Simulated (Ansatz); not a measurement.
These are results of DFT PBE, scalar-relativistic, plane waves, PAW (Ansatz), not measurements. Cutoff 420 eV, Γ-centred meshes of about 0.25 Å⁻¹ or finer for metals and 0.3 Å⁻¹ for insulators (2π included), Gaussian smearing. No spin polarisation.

All energies are static (0 K, no zero-point motion).

Two forms of ScIn2Se2 were relaxed alike.

A.

```
CELL_PARAMETERS angstrom
3.79823 0.00000 0.00000
-1.89912 3.28937 0.00000
0.00000 0.00000 11.10126
ATOMIC_POSITIONS crystal
Sc 0.00000 0.00000 0.00000
In 0.00000 0.00000 0.64587
In 0.00000 0.00000 0.35413
Se 0.66667 0.33333 0.85720
Se 0.33333 0.66667 0.14280
```

B.

```
CELL_PARAMETERS angstrom
3.84491 0.00000 0.00000
-1.92246 3.32979 0.00000
0.00000 0.00000 10.39025
ATOMIC_POSITIONS crystal
Sc 0.00000 0.00000 0.00000
In 0.66667 0.33333 0.37488
In 0.33333 0.66667 0.62513
Se 0.66667 0.33333 0.84926
Se 0.33333 0.66667 0.15074
```

Task: Which would you expect to be lower, and how large is the difference?

Result: They are level within the accuracy (2 meV/atom apart, with A the lower in these runs). A has space group P-3m1 (No. 164), 27.7 Å³/atom and no gap on its mesh; B has space group P-3m1 (No. 164), 26.6 Å³/atom and no gap. In A, Sc is surrounded by 6 Se at 2.71 Å, 6 Sc at 3.80 Å and 2 In at 3.93 Å; In has 3 Se at 3.21 Å, 1 In at 3.24 Å, 6 In at 3.80 Å and 1 Sc at 3.93 Å; Se has 3 Sc at 2.71 Å and 3 In at 3.21 Å. In B, around Sc lie 6 Se at 2.72 Å; In has 3 Se at 3.22 Å, 3 In at 3.42 Å and 6 In at 3.84 Å; around Se lie 3 Sc at 2.72 Å and 3 In at 3.22 Å. Both come from trial cells of a structure search, whose lowest cell (R-3m, 26.5 Å³/atom) lies 18 meV/atom below the lower of the two.

The k mesh leaves some 4 meV/atom of noise in the energy of each metallic cell. In P-3m1 at 27.7 Å³/atom, P-3m1 at 26.6 Å³/atom an odd number of electrons in the primitive cell allows no gap without spin; a larger cell or a magnetic state could open one. Trial moments fell under 0.15 μB along the way in P-3m1; another start might hold them. With atoms moved at random, A (by 18 meV/atom) fell into a lower structure. B had no clear such test and can be a saddle point. Some types were kept out of the candidates beforehand, so the set may lack a known form.
